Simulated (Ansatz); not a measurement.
Relaxed bulk Re, space group P6_3/mmc (No. 194):

```cif
data_structure
_symmetry_space_group_name_H-M 'P 1'
_symmetry_Int_Tables_number 1
_cell_length_a 2.7749
_cell_length_b 2.7749
_cell_length_c 4.4841
_cell_angle_alpha 90.000
_cell_angle_beta 90.000
_cell_angle_gamma 120.000
_cell_volume 29.90
loop_
_atom_site_label
_atom_site_type_symbol
_atom_site_fract_x
_atom_site_fract_y
_atom_site_fract_z
_atom_site_occupancy
Re1 Re 0.33333 0.66667 0.75000 1
Re2 Re 0.66667 0.33333 0.25000 1
```

Miller indices refer to the conventional cell of P6_3/mmc (No. 194), a = 2.775 Å, b = 2.775 Å, c = 4.484 Å, α = 90.00°, β = 90.00°, γ = 120.00°.

The (101) slab of 10 planes, 10.2 Å thick with 15 Å of vacuum as cut; outer planes Re (top) and Re (bottom).

All numbers below come from DFT PBE, scalar-relativistic, plane waves, PAW (Ansatz 0.2.0). Cutoff 420 eV; k points 13×7×1 on the computed 10-atom cell (Γ-centred); Gaussian smearing, width 0.10 eV; no spin polarisation. A dipole correction removes the field between periodic images along c.

The slab's inner planes relax by over 3 % too, so it holds no bulk-like region.

Results for the relaxed slab:

* Surface energy (mean of both faces): 3.82 J/m²
* Work function: 3.99 eV

Relaxation lowers the energy by 0.484 J/m² a face; the largest move is 0.254 Å.

```tsv
plane (bottom to top)	atoms	spacing to next, bulk (Å)	relaxed (Å)	change (%)
1	Re	1.765	1.540	-12.8
2	Re	0.353	0.290	-17.8
3	Re	1.765	1.768	+0.2
4	Re	0.353	0.430	+21.9
5	Re	1.765	1.685	-4.6
6	Re	0.353	0.430	+21.9
7	Re	1.765	1.768	+0.2
8	Re	0.353	0.290	-17.8
9	Re	1.765	1.540	-12.8
10	Re
```

With no bulk-like middle, the error of these values can't be bounded. The cut goes through the narrower spacing between planes, so this is the dearer termination of the plane, not the stable one.

Spin-orbit coupling is left out, which matters for the bands of heavy elements.

Worked out: the slab's 10 atoms lie 6.723 eV above the same atoms in the bulk. Shared over two faces of 14.12 Å² this is 238.1 meV/Å², and 1 eV/Å² is 16.02 J/m², which gives 3.82 J/m². The cut crosses 9 bonds a cell (neighbours within 10 % of the shortest distances), so each costs 0.75 eV on this count. The top spacing shrinks by 12.8 %, as is usual at a metal's surface, where atoms that lost neighbours bind closer to those left.
